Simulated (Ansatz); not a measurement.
Consider the following.

Ti2GeC:
```yaml
crystal:
  lattice:
    - [3.05370, 0.00000, 0.00000]
    - [-1.52685, 2.64458, 0.00000]
    - [0.00000, 0.00000, 12.88128]
  atoms:
    - { symbol: Ti, position: [0.66667, 0.33333, 0.58926] }
    - { symbol: Ti, position: [0.33333, 0.66667, 0.41074] }
    - { symbol: Ti, position: [0.33333, 0.66667, 0.08926] }
    - { symbol: Ti, position: [0.66667, 0.33333, 0.91074] }
    - { symbol: Ge, position: [0.66667, 0.33333, 0.25000] }
    - { symbol: Ge, position: [0.33333, 0.66667, 0.75000] }
    - { symbol: C, position: [0.00000, 0.00000, 0.50000] }
    - { symbol: C, position: [0.00000, 0.00000, 0.00000] }
```

This is the PBEsol-relaxed structure. Cartesian axes are those of the cell as given.

### Question
All from plane-wave PAW PBEsol (Ansatz code), unless another level is named. Estimate the Poisson's ratio.

### Answer
0.22.

### Question
What about the elastic constants (relaxed ions, GPa)?

### Answer
C11 = 309, C12 = 86.2, C13 = 103, C33 = 313, C44 = 134.

Space group P6_3/mmc. The first step of the workflow began from a Materials Project structure, measured or hypothetical; the Crystallography Open Database copy checked does not list it. Its standing as an ambient phase is unchecked. The PBEsol relaxation kept the symmetry of its start; of distortions, only those at the zone centre were tested. No spin polarisation was allowed. As this level gives no gap, shear constants depend on the k-mesh and smearing (Fermi–Dirac, 0.1 eV here).

Potentials: the later of the program's two PAW sets.
